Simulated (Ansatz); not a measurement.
CdH₂O₂ (P-3m1), two-dimensional strain map

All numbers below come from DFT PBEsol, scalar-relativistic, plane waves, PAW (Ansatz). The runs took a 420 eV cutoff, a Γ-centred 9×9×6 mesh and Gaussian smearing (0.05 eV). No spin polarisation. Energies are free energies at this smearing, counted from the undisturbed cell; pressure is positive in compression.

The starting cell (as given, not relaxed at this level; it stands at -0.6 GPa, and it needn't be the usual structure):

```
CELL_PARAMETERS angstrom
3.51553 0.00000 0.00000
-1.75776 3.04453 0.00000
0.00000 0.00000 4.64298
ATOMIC_POSITIONS crystal
Cd 0.00000 0.00000 0.00000
H 0.66667 0.33333 0.55096
H 0.33333 0.66667 0.44904
O 0.66667 0.33333 0.75937
O 0.33333 0.66667 0.24063
```

The cell holds layers and no dispersion correction was added, so their binding is poorly described.

The cell is strained by p along both x and y and by q along z, fractional coordinates fixed. Points are written (p, q).

Energy above the undisturbed cell in meV/atom (a dash: not computed):

```
 p \ q  -0.030  -0.015  0.000  0.015  0.030
-0.030    28.0    14.8    7.5      ?    9.0
-0.015    17.1       ?    0.4    0.3    5.1
 0.000    13.6     3.9    0.0    1.4    7.6
 0.015    16.6     8.3      ?      ?   15.7
 0.030    25.3    18.2   16.7   20.4   28.7
```

(1) Fill in the withheld energies.

Results:

(1) (-0.030, 0.015): 5.8; (-0.015, -0.015): 5.8; (0.015, 0.000): 5.7; (0.015, 0.015): 8.3.